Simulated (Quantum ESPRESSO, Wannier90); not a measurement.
## Wannier functions of CdSe (zinc blende)

Cell from Materials Project (mp-2691), symmetrised, no further relaxation. Not found in the COD (Crystallography Open Database) copy used, which has the formula in other groups; not checked further. Method: PBEsol plane waves in Quantum ESPRESSO 7.5 (PseudoDojo norm-conserving files, 82 Ry, spinors with spin-orbit coupling), Bloch states on a 6×6×6 mesh through Γ, Wannier90 4.0.1. Density: 10×10×10 mesh, Gaussian smearing 0.01 Ry.

```
begin unit_cell_cart
ang
    0.0000000000    3.0702700000    3.0702700000
    3.0702700000    0.0000000000    3.0702700000
    3.0702700000    3.0702700000    0.0000000000
end unit_cell_cart
mp_grid = 6 6 6
```

Neighbour vectors b of the finite-difference formula (Å⁻¹), by shell:

```json
[
 {"shell": "1", "b_x": "0.17054", "b_y": "0.17054", "b_z": "-0.17054"},
 {"shell": "1", "b_x": "0.17054", "b_y": "-0.17054", "b_z": "0.17054"},
 {"shell": "1", "b_x": "-0.17054", "b_y": "0.17054", "b_z": "0.17054"},
 {"shell": "1", "b_x": "0.17054", "b_y": "0.17054", "b_z": "0.17054"},
 {"shell": "1", "b_x": "-0.17054", "b_y": "-0.17054", "b_z": "0.17054"},
 {"shell": "1", "b_x": "-0.17054", "b_y": "0.17054", "b_z": "-0.17054"},
 {"shell": "1", "b_x": "0.17054", "b_y": "-0.17054", "b_z": "-0.17054"},
 {"shell": "1", "b_x": "-0.17054", "b_y": "-0.17054", "b_z": "-0.17054"}
]
```

Task: Find the weights w_b from the completeness condition Σ_b w_b b_α b_β = δ_αβ.

Result: Shell 1: Σ b_x² = 0.233, Σ b_y² = 0.233, Σ b_z² = 0.233 Å⁻²
Each of the three diagonal sums, weighted, has to give 1 and the off-diagonal ones 0, which holds for w_1 = 4.30 Å². Check on xx: 4.30×0.233 = 1.00.

On this mesh the 8 functions of bands 19-20,31-36 (valence bands; start: atomic waves Se 4p, Se 4s, conv_tol = 1.0e-6) end with spreads 2.2607, 2.2607, 2.2607, 2.2606, 2.2607, 2.2607, 2.2606, 2.2607 Å², Ω_I = 17.2149 Å² and Ω_D = 0.0065 Å².

Ω_total is the sum of the spreads, 18.085 Å². Ω_OD = Ω_total − Ω_I − Ω_D = 0.864 Å². Only (Ω_D + Ω_OD)/Ω_total = 4.8 % depends on the gauge, and another start could lower the total by that share at most. The rms radius is √(Ω_total/8) = 1.50 Å.
